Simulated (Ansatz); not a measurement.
Ca3CdF8 (fluorite sites, Cmmm) by several functionals

All numbers come from Ansatz. Values at 0 K without nuclear motion; no magnetic order is allowed, and the phase may be a hypothetical one.

Structure: a 12-atom cell of Ca3CdF8 built on the fluorite structure (relaxed group Cmmm), at its r2SCAN minimum. The symmetry is Cmmm (No. 65, orthorhombic); conventional cell a = 7.679 Å, b = 10.854 Å, c = 3.835 Å, 13.32 Å³ an atom. Cd has 8 F at 2.34 Å; F has 4 Ca at 2.35 Å; F has 2 Cd at 2.34 Å and 2 Ca at 2.35 Å; Ca has 8 F at 2.35 Å; F has 1 Cd at 2.34 Å and 3 Ca at 2.35–2.36 Å; Ca has 8 F at 2.35–2.36 Å.

```cif
data_structure
_symmetry_space_group_name_H-M 'P 1'
_symmetry_Int_Tables_number 1
_cell_length_a 6.6477
_cell_length_b 6.6477
_cell_length_c 3.8351
_cell_angle_alpha 90.000
_cell_angle_beta 90.000
_cell_angle_gamma 109.441
_cell_volume 159.82
loop_
_atom_site_label
_atom_site_type_symbol
_atom_site_fract_x
_atom_site_fract_y
_atom_site_fract_z
_atom_site_occupancy
Cd1 Cd 0.00000 0.00000 0.00000 1
F1 F 0.37463 0.62537 0.50000 1
F2 F 0.12434 0.87566 0.50000 1
Ca1 Ca 0.50000 0.00000 0.50000 1
F3 F 0.87571 0.62615 0.00000 1
F4 F 0.62615 0.87571 0.00000 1
Ca2 Ca 0.00000 0.50000 0.50000 1
F5 F 0.37385 0.12429 0.00000 1
F6 F 0.12429 0.37385 0.00000 1
Ca3 Ca 0.50000 0.50000 0.00000 1
F7 F 0.87566 0.12434 0.50000 1
F8 F 0.62537 0.37463 0.50000 1
```

Relaxed lattice by functional, symmetry kept:
```json
{"functional": "PBE", "k mesh": "4×4×6", "a (Å)": "7.790", "b (Å)": "11.009", "c (Å)": "3.890", "volume (Å³/atom)": "13.90"}
{"functional": "r2SCAN", "k mesh": "4×4×6", "a (Å)": "7.679", "b (Å)": "10.854", "c (Å)": "3.835", "volume (Å³/atom)": "13.32"}
{"functional": "PBEsol", "k mesh": "4×4×6", "a (Å)": "7.661", "b (Å)": "10.825", "c (Å)": "3.826", "volume (Å³/atom)": "13.22"}
```

Band edges at fixed r2SCAN geometry:
```
  level  k mesh  gap (eV)      kind           edges  least direct gap (eV)
PBE+SOC   4×4×6      5.32  indirect  Z–T (0.25) → Γ                   5.37
 r2SCAN   4×4×6      6.02  indirect  Z–T (0.25) → Γ                   6.08
  HSE06   2×2×4      7.44  indirect  Z–T (0.25) → Γ                   7.52
   PBE0   2×2×4      8.21  indirect  Z–T (0.25) → Γ                   8.28
```
Wave cutoffs: 420 eV, 500 eV (r2SCAN).
Points off the special ones are mesh points or PBE's searched band edges, reused at the other levels. PBE's own run along the path (5.33 eV) came before the search for the edges and missed one, so it isn't listed.

With HSE06 the valence top lies at Z–T (0.25 of the way from Z) and the conduction bottom at Γ, 7.44 eV higher; the smallest vertical gap, at Γ, is 7.52 eV.

Among these functionals the gap stays indirect.

r2SCAN (ground state on 4×4×6): The clamped-ion dielectric constant comes out as 2.29 along x and y, 2.30 along z. Born charges, averaged over directions: Cd +2.39, F -1.19, Ca +2.36 e. The program notes that the ground state's band table doesn't vouch for all the bands that the response reads.

On the PBEsol cell (a = 7.661 Å, b = 10.825 Å, c = 3.826 Å), with PBEsol: The zone-centre optical frequencies run from 102 to 388 cm⁻¹, none imaginary (the rest of the zone wasn't tested). With the long-range field the highest mode reaches 448 cm⁻¹. The electronic dielectric tensor ε∞ is 2.45 along x and y, 2.46 along z. With the ions relaxed, ε⁰ is 8.3 along all three axes, to this precision. Born charges, averaged over directions: Cd +2.41, F -1.20, Ca +2.39 e. The program notes that the ground state's band table doesn't vouch for all the bands that the response reads.

Only the levels marked +SOC include spin-orbit coupling.

The meshes of the hybrids are coarse, so their gaps aren't converged to the digits shown.
